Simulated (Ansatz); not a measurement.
AgAuO2:
Space group P2₁/c (No. 14); a = 5.6603 Å, b = 3.8544 Å, c = 5.4776 Å, α = 90.00°, β = 104.60°, γ = 90.00°

```json
[
 {"atom": "Ag", "site": "2d", "symmetry": "-1", "x": "0.5000", "y": "0.0000", "z": "0.5000"},
 {"atom": "Au", "site": "2a", "symmetry": "-1", "x": "0.0000", "y": "0.0000", "z": "0.0000"},
 {"atom": "O", "site": "4e", "symmetry": "1", "x": "0.1980", "y": "0.2939", "z": "0.2797"}
]
```

Relaxed with r²SCAN.

Question: Which orbitals make up the states near the band edges in the program Ansatz at the r²SCAN level (PAW)?

Answer: Top 1 eV of the valence band: O 2p 44 %, Ag 4d 33 %, Au 5d 12 %, Ag 5s 8 %. Bottom 1 eV of the conduction band: O 2p 42 %, Au 5d 36 %, O 2s 6 %, Ag 5s 6 %. Projections are on Löwdin-orthogonalised atomic valence shells; empty p or d shells of many metals are not among them.

Question: Tabulate the density of states.

Answer: States/eV per cell of 8 atoms, in 0.25 eV bins, energy from the valence-band maximum.

```tsv
E (eV)	total	O 2p	Ag 4d	Au 5d
-7.85	5.46	2.58	0.10	2.46
-7.60	3.41	1.65	0.09	1.45
-7.35	3.70	1.82	0.16	1.47
-7.10	4.14	1.97	0.23	1.61
-6.85	9.39	4.47	0.44	3.81
-6.60	7.05	3.25	0.31	3.11
-6.35	2.94	1.39	0.14	1.26
-6.10	2.84	1.38	0.27	1.09
-5.85	6.80	3.17	0.75	2.69
-5.60	6.84	3.31	0.64	2.69
-5.35	6.30	2.93	0.55	2.60
-5.10	5.70	2.47	0.51	2.48
-4.85	5.47	2.18	0.64	2.39
-4.60	5.96	2.33	0.90	2.43
-4.35	6.04	2.15	1.15	2.45
-4.10	6.08	2.17	1.15	2.41
-3.85	7.48	2.01	1.79	3.29
-3.60	12.84	2.56	4.02	5.50
-3.35	10.79	1.84	4.60	3.92
-3.10	13.53	1.79	7.42	3.87
-2.85	12.77	1.63	8.28	2.47
-2.60	16.48	1.46	12.79	1.80
-2.35	15.71	2.82	9.76	2.40
-2.10	13.86	4.37	6.63	2.29
-1.85	7.36	3.08	2.46	1.40
-1.60	10.19	4.45	3.29	1.79
-1.35	7.43	3.33	2.29	1.36
-1.10	4.58	2.13	1.28	0.91
-0.85	4.30	1.89	1.43	0.51
-0.60	6.88	3.03	2.32	0.74
-0.35	4.34	1.89	1.49	0.51
-0.10	0.63	0.28	0.19	0.10
0.15	0.00	0.00	0.00	0.00
0.40	0.00	0.00	0.00	0.00
0.65	0.00	0.00	0.00	0.00
0.90	0.33	0.12	0.02	0.12
1.15	1.20	0.46	0.06	0.44
1.40	2.22	0.92	0.10	0.82
1.65	3.23	1.40	0.16	1.15
1.90	3.47	1.58	0.14	1.23
2.15	3.22	1.44	0.13	1.07
2.40	1.68	0.77	0.06	0.52
2.65	0.80	0.35	0.03	0.22
2.90	1.18	0.52	0.04	0.32
3.15	1.01	0.37	0.05	0.19
3.40	0.99	0.28	0.06	0.10
3.65	1.09	0.30	0.06	0.09
3.90	1.40	0.36	0.07	0.09
4.15	1.68	0.36	0.06	0.10
4.40	2.08	0.41	0.06	0.11
4.65	2.76	0.46	0.06	0.12
4.90	2.76	0.38	0.04	0.09
5.15	2.30	0.30	0.04	0.06
5.40	1.80	0.22	0.02	0.05
5.65	2.44	0.30	0.03	0.06
```

Space group P2_1/c. The workflow started from a Materials Project entry (that database holds measured and hypothetical structures alike); the Crystallography Open Database copy checked does not list it. Whether it is the stable phase at ambient conditions was not checked. Symmetry was held in the r²SCAN relaxation; whether a distortion lowers the energy is not shown. No spin polarisation was allowed. Scalar-relativistic: spin–orbit coupling is off unless named, which matters more the heavier the elements.

Potentials: the later of the program's two PAW sets.
